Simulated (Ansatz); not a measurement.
## Zone-centre modes in SrMg3O4

Level of theory: DFT PBEsol, scalar-relativistic, plane waves, PAW (Ansatz 0.2.0). Cutoff 420 eV, Γ-centred 8×8×4 k-points, Gaussian smearing of 0.05 eV. No spin polarisation.

Reference structure (relaxed at this level; it needn't be the usual structure):

```yaml
crystal:
  lattice:
    - [3.25863, 0.00000, 0.00000]
    - [0.00000, 3.25863, 0.00000]
    - [0.00000, 0.00000, 8.87523]
  atoms:
    - { symbol: Sr, position: [0.00000, 0.00000, 0.00000] }
    - { symbol: Mg, position: [0.50000, 0.50000, 0.72820] }
    - { symbol: Mg, position: [0.00000, 0.00000, 0.50000] }
    - { symbol: Mg, position: [0.50000, 0.50000, 0.27180] }
    - { symbol: O, position: [0.00000, 0.00000, 0.27457] }
    - { symbol: O, position: [0.50000, 0.50000, 0.00000] }
    - { symbol: O, position: [0.00000, 0.00000, 0.72543] }
    - { symbol: O, position: [0.50000, 0.50000, 0.50000] }
```

Harmonic modes by finite displacements of 0.02 Å, without the LO–TO term.

Q: At this geometry, is the structure stable against these modes?

A: No: 1 mode is unstable, the strongest at 166i cm⁻¹.

Q: List the wavenumbers in cm⁻¹.

A: 166i, 0, 0, 0, 27, 27, 108, 108, 120, 120, 166, 166, 204, 204, 229, 296, 296, 322, 402, 474, 474, 557, 595, 608.

Cost: 1 run of about 3.4 core-minutes, on Arm Neoverse V1 (shared hosts).